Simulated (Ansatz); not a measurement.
AlAu (CsCl type, space group No. 221), LDA in the plane-wave PAW code Ansatz, all energies at zero smearing, with the estimated change up to a 700 eV cutoff added, with one set of potentials and settings (totals compare only within such a set). Cell of 2 atoms (1 Al, 1 Au): -13378.435 eV.

| element | reference phase | E (eV/atom) |
|---|---|---|
| Al | Fm-3m, 1 atoms in the cell | -512.8755 |
| Au | Fm-3m, 1 atoms in the cell | -12864.9550 |

Formation energy per atom, worked out: (-13378.435 − 1×(-512.8755) − 1×(-12864.9550))/2 = -0.302 eV/atom (-29 kJ per mol of atoms), at 0 K, without zero-point energy or fitted corrections.

Space group Pm-3m (CsCl type). The first step of the workflow began from a Materials Project structure, measured or hypothetical; the Crystallography Open Database copy checked does not list it. With Al and Au taken as one species the cell has the higher symmetry Im-3m, so it may be an ordered model of a mixed-site phase. Its standing as an ambient phase is unchecked. The cell was relaxed with LDA under the symmetry of its start. At this level the phase is mechanically unstable. The references are the lowest solids computed at this level, not always the standard phases. Scalar-relativistic: spin–orbit coupling is off unless named, which matters more the heavier the elements.

Potentials: the later of the program's two PAW sets.
